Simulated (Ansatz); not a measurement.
Relaxed PbTe (rock salt):

```yaml
crystal:
  lattice:
    - [0.00000, 3.28451, 3.28451]
    - [3.28451, 0.00000, 3.28451]
    - [3.28451, 3.28451, 0.00000]
  atoms:
    - { symbol: Te, position: [0.00000, 0.00000, 0.00000] }
    - { symbol: Pb, position: [0.50000, 0.50000, 0.50000] }
```

Two-dimensional scan of atom 2 (Pb, nearest neighbour Te at 3.285 Å; its periodic images, 4.6 Å or more away, move with it): u runs along (0.707, 0.707, 0.000), v along (0.000, 0.000, 1.000) (Cartesian). Cell and other atoms are fixed.

Calculation: PBE (plane waves to 420 eV, PAW, scalar-relativistic; Ansatz, a program for electronic structure). k mesh 7×7×7 (Γ-centred), Fermi-Dirac smearing 0.05 eV. Fu and Fv are the components of the force on the atom. PbTe was relaxed with its symmetry unable to fall. Spin-orbit coupling is left out, though Pb and Te are heavy. 

| Fu (eV/Å) | u = -0.490 | u = -0.327 | u = -0.163 | u = 0.000 | u = 0.163 | u = 0.327 | u = 0.490 |
|---|---|---|---|---|---|---|---|
| v = -0.490 | ___ | ___ | 0.18 | 0.00 | -0.18 | ___ | ___ |
| v = -0.327 | 0.90 | 0.43 | 0.14 | 0.00 | -0.14 | -0.43 | -0.90 |
| v = -0.163 | 0.90 | 0.37 | 0.09 | 0.00 | -0.09 | -0.37 | -0.90 |
| v = 0.000 | 0.90 | 0.35 | 0.06 | 0.00 | -0.06 | -0.35 | -0.90 |
| v = 0.163 | 0.90 | 0.37 | 0.09 | 0.00 | -0.09 | -0.37 | -0.90 |
| v = 0.327 | 0.90 | 0.43 | 0.14 | 0.00 | -0.14 | -0.43 | -0.90 |
| v = 0.490 | ___ | ___ | 0.18 | 0.00 | -0.18 | ___ | ___ |

**Question.** What belongs in the gaps?

**Answer.** 
- v = -0.490, u = -0.490: 0.85
- v = -0.490, u = -0.327: 0.45
- v = -0.490, u = 0.327: -0.45
- v = -0.490, u = 0.490: -0.85
- v = 0.490, u = -0.490: 0.85
- v = 0.490, u = -0.327: 0.45
- v = 0.490, u = 0.327: -0.45
- v = 0.490, u = 0.490: -0.85

(A displaced cell: forces are minus the slopes of the energy, force constants its curvatures, and phonons follow from these.)
